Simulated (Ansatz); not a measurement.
## From the elastic tensor of MnRh at 15 GPa (stress–strain coefficients) to moduli and sound speeds

The calculation used DFT LDA, scalar-relativistic, plane waves, PAW (Ansatz 0.2.0). Settings: 420 eV plane-wave cutoff, Γ-centred 14×14×14 mesh, Gaussian smearing of 0.20 eV. Collinear spin, site moments 3.1, 0.6 μB.

Symmetry: Pm-3m, No. 221, cubic system. Conventional cell: a = 2.898 Å, b = 2.898 Å, c = 2.898 Å, α = 90.00°, β = 90.00°, γ = 90.00°. Mn (site symmetry m-3m) is surrounded by 8 Rh at 2.51 Å. Around Rh (site symmetry m-3m) lie 8 Mn at 2.51 Å.

In a metal, frequencies and elastic constants depend on the k mesh and the smearing, soft modes and shear constants most. Other phases may be more stable at this pressure.

Relaxed-ion constants (GPa, on the Cartesian axes of the calculation):
```
386.3 249.9 249.9   0.0   0.0   0.0
249.9 386.3 249.9   0.0   0.0   0.0
249.9 249.9 386.3   0.0   0.0   0.0
  0.0   0.0   0.0 165.2   0.0   0.0
  0.0   0.0   0.0   0.0 165.2   0.0
  0.0   0.0   0.0   0.0   0.0 165.2
```

Density 10.774 g/cm³; 2 atoms in 24.33 Å³.

The values that follow are for a polycrystal of randomly turned grains, by Hill's mean where one number stands. In a crystal this anisotropic the Voigt and Reuss bounds lie far apart, so Hill's mean and the sound speeds and Debye temperature from it are rough.

* Bulk modulus, Voigt / Reuss / Hill: 295.4 / 295.4 / 295.4 GPa
* Shear modulus, Voigt / Reuss / Hill: 126.4 / 105.3 / 115.8 GPa
* Young's modulus: 307 GPa
* Poisson ratio: 0.327
* Pugh ratio B/G: 2.55
* Universal anisotropy index: 1.00
* Longitudinal and transverse sound speeds: 6461 and 3279 m/s
* Debye temperature from the mean sound speed: 476 K

Cost: 1 run of about 3.2 core-minutes, on Arm Neoverse V1 (shared hosts).